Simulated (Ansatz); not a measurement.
YAl2:
```yaml
crystal:
  lattice:
    - [0.00000, 3.92748, 3.92748]
    - [3.92748, 0.00000, 3.92748]
    - [3.92748, 3.92748, 0.00000]
  atoms:
    - { symbol: Y, position: [0.25000, 0.25000, 0.25000] }
    - { symbol: Y, position: [0.00000, 0.00000, 0.00000] }
    - { symbol: Al, position: [0.62500, 0.12500, 0.62500] }
    - { symbol: Al, position: [0.62500, 0.62500, 0.62500] }
    - { symbol: Al, position: [0.12500, 0.62500, 0.62500] }
    - { symbol: Al, position: [0.62500, 0.62500, 0.12500] }
```

Relaxed with r²SCAN.

### Question
Give the Bader charges and basin volumes of the independent atoms, the program Ansatz at the r²SCAN level (PAW).

### Answer


```
atom  Bader charge (e)  Bader volume (Å³)
----  ----------------  -----------------
Y1               +1.39               17.1
Al3              -0.69               21.7
```

Space group Fd-3m (cubic Laves (MgCu2 type)). The workflow started from a Materials Project entry (that database holds measured and hypothetical structures alike); the Crystallography Open Database copy checked does not list it. Its standing as an ambient phase is unchecked. The cell was relaxed with r²SCAN under the symmetry of its start; whether a distortion lowers the energy is not shown. No spin polarisation was allowed.

Potentials: the later of the program's two PAW sets.
